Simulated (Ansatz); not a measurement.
Ansatz (an electronic-structure program) input:

Ansatz 0.2 input:
```yaml
crystal:
  lattice:
    - [0.0, 4.2161715496, 4.2161715496]
    - [4.2161715496, 0.0, 4.2161715496]
    - [4.2161715496, 4.2161715496, 0.0]
  atoms:
    - { symbol: Rb, position: [0.25, 0.25, 0.25] }
    - { symbol: Rb, position: [0.75, 0.75, 0.75] }
    - { symbol: Te, position: [0.0, 0.0, 0.0] }
kpoints:
  mp_grid: { grid: [6, 6, 6] }
hamiltonian:
  xc: pbesol
  pseudopotentials: { kind: paw }
scf:
  occupations: { method: fixed }
elastic: { mode: relaxed_ion, stencil: two_point, amplitude: 0.005, f_tol: 0.0005 }
```

Output (shortened):

```
Pseudopotential: Rb, paw, valence charge 9
Pseudopotential: Te, paw, valence charge 16
Functional definition: PBEsol
Crystal: 3 atoms, lattice volume = 149.894 Å³
Basis set: ecut = 420 eV, 2891 PW (Γ), exchange–correlation on 80×80×80 points (8 copies of the dense FFT grid, shifted against one another)
Bands: 21, of which v1, the nominal top of the filled ones, is band 17 counted from 1 (16 counted from 0)
Symmetry: 48 space group operations
Space group: Fm-3m (ITA 225), of the structure as read, at distance tolerance 5.3e-5 Å
k-points: 16 of 216
SCF 1 converged in 10 iterations: F = -13338.447589 eV  dr2 = 4.23e-15
Crystal: 3 atoms, lattice volume = 149.145 Å³
Symmetry: 16 space group operations
k-points: 30 of 216
SCF 2 converged in 9 iterations: F = -13338.447340 eV  dr2 = 3.45e-14
Crystal: 3 atoms, lattice volume = 150.644 Å³
Basis set: ecut = 420 eV, 2899 PW (Γ), exchange–correlation on 80×80×80 points (8 copies of the dense FFT grid, shifted against one another)
SCF 3 converged in 8 iterations: F = -13338.447340 eV  dr2 = 2.74e-14
Crystal: 3 atoms, lattice volume = 149.893 Å³
Symmetry: 8 space group operations
k-points: 46 of 216
SCF 4 converged in 10 iterations: F = -13338.447489 eV  dr2 = 2.41e-14
relax step   1: F+E_penalty+E_count = -13338.44748877 eV  Δ(F+E_penalty+E_count) = +0.000e0 eV  max|allowed force component| = 7.399e-3 eV/Å  Δτ_max = 0.0000 Å  (10 SCF iters, accepted)
Crystal: 3 atoms, lattice volume = 149.893 Å³
SCF 5 converged in 7 iterations: F = -13338.447509 eV  dr2 = 2.07e-14
relax step   2: F+E_penalty+E_count = -13338.44750940 eV  Δ(F+E_penalty+E_count) = -2.063e-5 eV  max|allowed force component| = 4.623e-3 eV/Å  Δτ_max = 0.0017 Å  (7 SCF iters, accepted)
Crystal: 3 atoms, lattice volume = 149.893 Å³
SCF 6 converged in 7 iterations: F = -13338.447523 eV  dr2 = 5.15e-14
relax step   3: F+E_penalty+E_count = -13338.44752261 eV  Δ(F+E_penalty+E_count) = -1.321e-5 eV  max|allowed force component| = 1.037e-7 eV/Å  Δτ_max = 0.0029 Å  (7 SCF iters, accepted)
Crystal: 3 atoms, lattice volume = 149.893 Å³
SCF 7 converged in 4 iterations: F = -13338.447523 eV  dr2 = 2.08e-14
Crystal: 3 atoms, lattice volume = 149.893 Å³
SCF 8 converged in 10 iterations: F = -13338.447489 eV  dr2 = 2.65e-14
relax step   1: F+E_penalty+E_count = -13338.44748877 eV  Δ(F+E_penalty+E_count) = +0.000e0 eV  max|allowed force component| = 7.399e-3 eV/Å  Δτ_max = 0.0000 Å  (10 SCF iters, accepted)
Crystal: 3 atoms, lattice volume = 149.893 Å³
SCF 9 converged in 8 iterations: F = -13338.447523 eV  dr2 = 9.19e-15
relax step   2: F+E_penalty+E_count = -13338.44752261 eV  Δ(F+E_penalty+E_count) = -3.384e-5 eV  max|allowed force component| = 9.651e-9 eV/Å  Δτ_max = 0.0046 Å  (8 SCF iters, accepted)
Crystal: 3 atoms, lattice volume = 149.893 Å³
SCF 10 converged in 4 iterations: F = -13338.447523 eV  dr2 = 4.66e-14
SCF converged after 10 iterations
Free energy (F): -13338.447589 eV
Harris-Foulkes:  -13338.447589 eV  (|F-HF|=3.64e-12)
Internal energy: -13338.447589 eV  (E = F + TS)
E sigma→0 (E₀):  -13338.447589 eV
Fermi energy:    2.980066 eV
--- Per-component energies (eV) ---
  E_band       = -489.948154
  E_kinetic    = 567.169069
  E_local      = -3057.033540  (includes V_loc(G=0)·N_el)
  E_nonlocal   = 42.147641
  E_hartree    = 1396.533008
  E_xc         = -382.482606
  E_vxc        = -377.540818  (∫ρ·V_xc dr)
  E_paw        = -9723.921528  (= ΣΔE_a)
  E_vpaw       = -457.756328  (= ΣTr[D̂ρ^β])
  E_aug_tail   = -0.000193  (compensation charges beyond the density's cutoff)
  E_ewald      = -2181.481598
  E_core_change = 0.622157  (= ΣΔE_core)
  E_smearing   =  0.000000  (= −TS)
  E_closure    = 0.000000  (closes the sum)
  Σ components = -13338.447589   (vs F -13338.447589, Δ=0.00e0)
--- Forces (eV/Å), atoms counted from 1 ---
  atom   1  Rb     0.00000000     0.00000000     0.00000000
  atom   2  Rb     0.00000000     0.00000000     0.00000000
  atom   3  Te     0.00000000     0.00000000     0.00000000
  max |Σ_I F_I| component: 3.70e-17 eV/Å
--- Stress (GPa, compression-positive) ---
       -0.000080       0.000000       0.000000
        0.000000      -0.000080       0.000000
        0.000000       0.000000      -0.000080
  P = ⅓ Tr σ = -0.0001 GPa (-0.001 kbar)
--- Band table (eV; the first three rows and the last of 16) ---
  k-point 0: bands = ["-31.2327", "-31.2327", "-31.2327", "-31.2289", "-31.2289", "-23.3353", "-23.2906", "-7.5502", "-7.5502", "-7.5502", "-7.3478", "-7.3478", "-7.3478", "-5.6242", "2.7365", "2.7365", "2.7365", "4.8802", "7.3208", "7.3208", "9.4585"]
  k-point 1: bands = ["-31.2327", "-31.2327", "-31.2327", "-31.2289", "-31.2289", "-23.3321", "-23.2935", "-7.5478", "-7.5386", "-7.5386", "-7.3980", "-7.3631", "-7.3631", "-5.5586", "2.5715", "2.7721", "2.7721", "5.3925", "7.3721", "7.3721", "8.8171"]
  k-point 2: bands = ["-31.2327", "-31.2327", "-31.2327", "-31.2289", "-31.2289", "-23.3237", "-23.3014", "-7.5670", "-7.5056", "-7.5056", "-7.4629", "-7.4037", "-7.4037", "-5.4405", "2.3975", "2.8447", "2.8447", "6.2885", "7.5412", "7.5412", "7.8374"]
  k-point 15: bands = ["-31.2327", "-31.2327", "-31.2327", "-31.2289", "-31.2289", "-23.3160", "-23.3085", "-7.7660", "-7.6221", "-7.5361", "-7.3896", "-7.3069", "-7.2935", "-5.3379", "2.3505", "2.7573", "2.9730", "6.0538", "7.2478", "7.9727", "8.5992"]
--- Elastic constants: 2 strain directions × 2 members + reference (group order 48) ---
  dense FFT box of the reference and of every strained cell: 40×40×40
  strains applied: 11, 23; error gains: componentwise 1.00 (the most a stress slope's error grows in a printed constant), spectral 1.73 (1 for all six strains …
  C = ∂σ_k/∂η_j (tension-positive GPa; Voigt order 11 22 33 23 13 12):
        21.070      8.585      8.585      0.000      0.000      0.000
         8.585     21.070      8.585      0.000      0.000      0.000
         8.585      8.585     21.070      0.000      0.000      0.000
         0.000      0.000      0.000      5.350      0.000      0.000
         0.000      0.000      0.000      0.000      5.350      0.000
         0.000      0.000      0.000      0.000      0.000      5.350
  reference stress σ⁰ (GPa):      0.000      0.000      0.000      0.000      0.000      0.000
  moduli (Voigt/Reuss/Hill, GPa): K = 12.75/12.75/12.75   G = 5.71/5.67/5.69   E = 14.86   ν = 0.306
  mechanically stable: yes (min eigenvalue of sym C = 5.35 GPa)
  strain η (Voigt 11):  stress-route row diagonal C_11 = 21.07 GPa, energy-path curvature d²(F+E_count+ΔE)/dδ²/Ω₀ = 21.07 GPa
         δ    σ_11 (GPa)             F (eV)   n_scf  n_hpsi   n_pw
    -5.000e-3      -0.1058      -13338.4473401       9   13473   2938   relax 0 steps, max|allowed force component| 1.11e-16 eV/Å
     5.000e-3       0.1049      -13338.4473401       8   12232   2960   relax 0 steps, max|allowed force component| 1.11e-16 eV/Å
  strain η (Voigt 23):  stress-route row diagonal C_44 = 5.35 GPa, energy-path curvature d²(F+E_count+ΔE)/dδ²/Ω₀ = 5.35 GPa
         δ    σ_23 (GPa)             F (eV)   n_scf  n_hpsi   n_pw
    -5.000e-3      -0.0267      -13338.4475226       4   11743   2950   relax 3 steps, max|allowed force component| 1.04e-7 eV/Å
     5.000e-3       0.0267      -13338.4475226       4   11726   2950   relax 2 steps, max|allowed force component| 9.65e-9 eV/Å
```

Cost: roughly 70 core-seconds on shared cores.

The first step of the workflow began from a Materials Project structure, measured or hypothetical; the Crystallography Open Database copy checked does not list it. Its standing as an ambient phase is unchecked. The cell was relaxed with PBEsol under the symmetry of its start; its stability against distortions is not shown here. Scalar-relativistic: spin–orbit coupling is off unless named, which matters more the heavier the elements.

Potentials: the later of the program's two PAW sets.

Ansatz is a plane-wave DFT program.
